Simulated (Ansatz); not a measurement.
MgMnVP2O8F2, one structure, two calculations

Cell: a computed structure from the Materials Project (it need not be an observed phase), atoms as given.

Space group P-1 (No. 2); a = 5.2746, b = 5.4495, c = 7.3638 Å, α = 69.04°, β = 71.28°, γ = 89.95°.

| site | Wyckoff | site symmetry | x | y | z |
| --- | --- | --- | --- | --- | --- |
| Mg | 1f | -1 | 0.5000 | 0.0000 | 0.5000 |
| Mn | 1h | -1 | 0.5000 | 0.5000 | 0.5000 |
| V | 1a | -1 | 0.0000 | 0.0000 | 0.0000 |
| P | 2i | 1 | 0.1062 | 0.3719 | 0.2507 |
| O6 | 2i | 1 | 0.1470 | 0.2000 | 0.1129 |
| O7 | 2i | 1 | 0.8143 | 0.2856 | 0.4070 |
| O8 | 2i | 1 | 0.3155 | 0.3051 | 0.3604 |
| O9 | 2i | 1 | 0.8456 | 0.3277 | 0.8762 |
| F | 2i | 1 | 0.3327 | 0.1077 | 0.7511 |

One atom of each set is listed.

First run. Method: Kohn–Sham DFT in Ansatz, PBE, plane waves and PAW, scalar-relativistic, collinear spin, 420 eV cutoff, Γ-centred 5×5×4 k-points, Fermi–Dirac smearing 0.02 eV. Start moments as typed (μB): 5 on each Mn, 1 on each V, none on the rest.

| site | V_zz (10²¹ V/m²) | η | m (μB) |
| --- | --- | --- | --- |
| Mg | 1.42 | 0.15 | 0.00 |
| Mn | 4.04 | 0.24 | 4.01 |
| V | -2.73 | 0.15 | 0.96 |
| P | 1.85 | 0.49 | 0.01 |
| O6 | 9.83 | 0.14 | -0.03 |
| O7 | 9.88 | 0.38 | 0.02 |
| O8 | 10.10 | 0.37 | 0.02 |
| O9 | 10.80 | 0.05 | 0.00 |
| F | 9.46 | 0.59 | 0.04 |

Second run. The same atoms and settings, except that the mesh is 7×7×5 and the Fermi–Dirac smearing is 0.05 eV.

Q: What does the second run give?

A: 

```json
{"site": "Mg", "V_zz": "1.41", "η": "0.15", "change of V_zz": "-0.01", "m (μB)": "0.00"}
{"site": "Mn", "V_zz": "3.97", "η": "0.25", "change of V_zz": "-0.07", "m (μB)": "4.00"}
{"site": "V", "V_zz": "-2.56", "η": "0.05", "change of V_zz": "+0.17", "m (μB)": "0.97"}
{"site": "P", "V_zz": "1.83", "η": "0.50", "change of V_zz": "-0.02", "m (μB)": "0.01"}
{"site": "O6", "V_zz": "9.85", "η": "0.14", "change of V_zz": "+0.02", "m (μB)": "-0.03"}
{"site": "O7", "V_zz": "9.87", "η": "0.38", "change of V_zz": "-0.01", "m (μB)": "0.02"}
{"site": "O8", "V_zz": "10.09", "η": "0.37", "change of V_zz": "-0.01", "m (μB)": "0.02"}
{"site": "O9", "V_zz": "10.79", "η": "0.04", "change of V_zz": "-0.01", "m (μB)": "0.00"}
{"site": "F", "V_zz": "9.44", "η": "0.59", "change of V_zz": "-0.02", "m (μB)": "0.04"}
```

The largest change of V_zz is on V, from -2.73 to -2.56. In per cent, |V_zz| changes by -2 on Mn, -6 on V, 0 on O, 0 on F (all sites that start above 2).

The largest force is 0.7 eV/Å, so the atoms aren't at the calculated equilibrium and relaxing them would move these values. Semilocal functionals can leave a metal where correlation in the d or f shell opens a gap in the real compound, and that would change the values at and beside Mn and V. All moments are parallel here, as the start or the cell imposes; many such compounds order antiparallel, where fields and spin densities carried over to other atoms largely cancel. The magnetic order is the one that the run reached from its start moments, not necessarily the measured one.
